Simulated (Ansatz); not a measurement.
Method: DFT PBE, scalar-relativistic, plane waves, PAW in Ansatz. Settings: cutoff 420 eV, Γ-centred meshes spaced at most about 0.3 Å⁻¹, and about 0.25 Å⁻¹ or finer for metals (2π included), Gaussian smearing. No spin polarisation in the final relaxations.

These are static total energies at zero pressure.

Compare these two cells of Sn2Bi2S, each relaxed at this level.

A.

```yaml
crystal:
  lattice:
    - [5.50572, 0.00000, 0.00000]
    - [-2.75286, 4.76809, 0.00000]
    - [0.00000, 0.00000, 8.21267]
  atoms:
    - { symbol: Sn, position: [0.00000, 0.00000, 0.29704] }
    - { symbol: Sn, position: [0.00000, 0.00000, 0.70296] }
    - { symbol: Bi, position: [0.33333, 0.66667, 0.50000] }
    - { symbol: Bi, position: [0.66667, 0.33333, 0.50000] }
    - { symbol: S, position: [0.00000, 0.00000, 0.00000] }
```

B.

```yaml
crystal:
  lattice:
    - [5.25982, 0.00000, 0.00000]
    - [-2.62991, 4.55514, 0.00000]
    - [0.00000, 0.00000, 8.55212]
  atoms:
    - { symbol: Sn, position: [0.33333, 0.66667, 0.50000] }
    - { symbol: Sn, position: [0.66667, 0.33333, 0.50000] }
    - { symbol: Bi, position: [0.00000, 0.00000, 0.70260] }
    - { symbol: Bi, position: [0.00000, 0.00000, 0.29740] }
    - { symbol: S, position: [0.00000, 0.00000, 0.00000] }
```

Task: Which placement of the atoms is lower in energy, and by how much?

Result: A is lower, by 56 meV/atom. The two share one framework of sites and differ in which element sits where. A has space group P6/mmm (No. 191), 43.1 Å³/atom and no gap on its mesh; B has space group P6/mmm (No. 191), 41.0 Å³/atom and no gap. Counting Bi or Sn atoms around S (for each partner element, those within 1.25 times its shortest distance or 1.15 times the sum of covalent radii, where it is the nearest in units of that sum or under 1.3), A and B both have S 2. The lower one is the more open, so pressure narrows the difference. Even the lower one lies +0.20 eV/atom against the reference forms of the elements (uncorrected), so neither is stable at this level. In A, Sn is surrounded by 1 S at 2.44 Å, 1 Sn at 3.33 Å and 6 Bi at 3.59 Å; Bi is surrounded by 3 Bi at 3.18 Å and 6 Sn at 3.59 Å; around S lie 2 Sn at 2.44 Å. In B, around Sn lie 3 Sn at 3.04 Å and 6 Bi at 3.50 Å; Bi is surrounded by 1 S at 2.54 Å, 1 Bi at 3.47 Å and 6 Sn at 3.50 Å; around S lie 2 Bi at 2.54 Å. Both come from invented guesses. A third cell relaxed alike, in P-3m1, lies 134 meV/atom below the lower of the two.

These runs have no spin–orbit coupling, which can matter for Bi. Cells relaxed within their symmetry can be saddle points.
